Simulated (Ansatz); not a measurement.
### Question
AlCo₃B (anti-perovskite, Pm-3m) is relaxed with DFT-PBE in the program Ansatz with PAW potentials. What lattice parameters of the conventional cell result?

### Answer
a = 3.764 Å.

These are the values of the symmetrised cell.

### Question
Is it a metal or does it have a gap at this level?

### Answer
No gap at this level.

The start of the workflow was typed in or built on a structure type; neither database checked (COD, Materials Project) lists it. Whether it is the stable phase at ambient conditions was not checked. The PBE relaxation kept the symmetry of its start; whether a distortion lowers the energy is not shown. The final state is ferromagnetic, the only order run, not a proven ground state.

Potentials: the earlier of the program's two PAW sets.
